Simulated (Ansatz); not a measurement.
TaP:
```xyz
2
Lattice="3.2628 0.0000 0.0000 -1.6314 2.8257 0.0000 0.0000 0.0000 3.2973" Properties=species:S:1:pos:R:3 pbc="T T T"
Ta     1.6314     0.9419     0.0000
P      0.0000     0.0000     1.6486
```

Relaxed with LDA. Special points in fractions of this cell's reciprocal vectors: Γ (0.000, 0.000, 0.000); M (0.500, 0.000, 0.000); K (0.333, 0.333, 0.000); A (0.000, 0.000, 0.500); L (0.500, 0.000, 0.500); H (0.333, 0.333, 0.500).

### Question
List the band energies nearest the Fermi level at these points for the program Ansatz at the LDA level (PAW).

### Answer
In eV from the Fermi level; about four levels below and three above (degenerate sets whole), none deeper than 8.9 eV; points with the same levels are listed once.

```csv
k,below,above
Γ,-3.21 -2.20 -2.20 -0.55,2.32 2.32 5.02 5.02
M,-6.82 -3.19 -2.68 -0.58,1.35 3.98 4.47
K,-6.25 -4.54 -3.00 -0.13,1.41 2.18 2.20
A,-1.43 -1.43 -0.24 -0.24,2.95 3.77 3.77
L,-5.53 -4.65 -3.38 -0.50,3.81 3.98 4.56
H,-6.02 -4.93 -2.69 -0.26,3.05 4.09 5.42
```

Space group P-6m2. The first step of the workflow began from a Materials Project structure, measured or hypothetical; the Crystallography Open Database copy checked does not list it. COD files the formula under space group No. 141, so this cell is another polymorph or a model. Its standing as an ambient phase is unchecked. Symmetry was held in the LDA relaxation; of distortions, only those at the zone centre were tested. The run is not spin-polarised. Spin–orbit coupling is left out wherever it is not named.

Potentials: the later of the program's two PAW sets.
